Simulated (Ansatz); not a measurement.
A geometry of ZrO2 away from equilibrium: step 4 of the relaxation of a relaxed ZrO2 cell, doubled along one cell vector, shaken by Gaussian noise of σ = 0.08 Å a coordinate. All values below come from r2SCAN (plane waves to 500 eV, PAW, scalar-relativistic; Ansatz, a quantum-chemistry and plane-wave program). Γ-centred k-mesh 7×4×6 on the run's cell (coarser than for final values), Fermi–Dirac smearing 0.05 eV. The plane waves were selected for a different cell earlier on the path.

```
CELL_PARAMETERS angstrom
      3.19082     0.01156     0.02189
      0.02313     6.38886    -0.03063
      0.02732    -0.01912     3.80571
ATOMIC_POSITIONS crystal
  O  0.52312 0.25903 0.99569
  O  0.47807 0.75488 0.99620
  O  0.89008 0.96789 0.47956
  O  0.07791 0.45925 0.48565
  Zr 0.05074 0.02651 0.97529
  Zr 0.95581 0.52525 0.99319
```

**Question.** What forces act on the atoms (eV/Å)?

**Answer.** 
```json
[
 {"atom": "O1", "Fx": "0.11", "Fy": "-0.72", "Fz": "-0.36"},
 {"atom": "O2", "Fx": "-0.43", "Fy": "-0.48", "Fz": "-0.36"},
 {"atom": "O3", "Fx": "0.48", "Fy": "0.38", "Fz": "0.24"},
 {"atom": "O4", "Fx": "-0.23", "Fy": "0.37", "Fz": "0.39"},
 {"atom": "Zr5", "Fx": "0.46", "Fy": "0.23", "Fz": "0.10"},
 {"atom": "Zr6", "Fx": "-0.39", "Fy": "0.22", "Fz": "-0.01"}
]
```

The path ends in P6₃mc (No. 186). No spin polarisation in the result.

The end of the path is a generated cell of ZrO2: the first start was made by a random draw of sites in a space group, and the end was not matched to a known phase here, so it may be hypothetical. Known forms of ZrO2 include space group No. 14, 137, 225.
